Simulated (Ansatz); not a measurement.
BaTaS3:
Space group P6₃/mmc (No. 194); a = 6.9252 Å, b = 6.9252 Å, c = 5.7013 Å, α = 90.00°, β = 90.00°, γ = 120.00°

| atom | site | symmetry | x | y | z |
|---|---|---|---|---|---|
| Ba | 2d | -6m2 | 0.6667 | 0.3333 | 0.2500 |
| S | 6h | mm2 | 0.1695 | 0.3390 | 0.2500 |
| Ta | 2a | -3m. | 0.0000 | 0.0000 | 0.0000 |

Relaxed at zero pressure with plane-wave PAW r²SCAN (Ansatz code).

**Question.** The volume is lowered by 9 % and shape and atoms relax at that volume. What pressure results, and how do the axes share the change?

**Answer.** 6.3 GPa; a -3.6 %, b -3.6 %, c -2.1 %; the energy rises by 38 meV/atom.

**Question.** Give the new structure.

**Answer.** 
Space group P6₃/mmc (No. 194); a = b = 6.677 Å, c = 5.582 Å, α = β = 90.00°, γ = 120.00°

| atom | site | symmetry | x | y | z |
|---|---|---|---|---|---|
| Ba | 2d | -6m2 | 0.6667 | 0.3333 | 0.2500 |
| S | 6h | mm2 | 0.1747 | 0.3493 | 0.2500 |
| Ta | 2a | -3m. | 0.0000 | 0.0000 | 0.0000 |

The phase is kept; no other phase was compared at this pressure.

Space group P6_3/mmc. The workflow started from an entry of the Crystallography Open Database (COD). Whether it is the stable phase at ambient conditions was not checked. The r²SCAN relaxation kept the symmetry of its start; its stability against distortions is not shown here. The run is not spin-polarised. Scalar-relativistic: spin–orbit coupling is off unless named, which matters more the heavier the elements.

Potentials: the later of the program's two PAW sets.
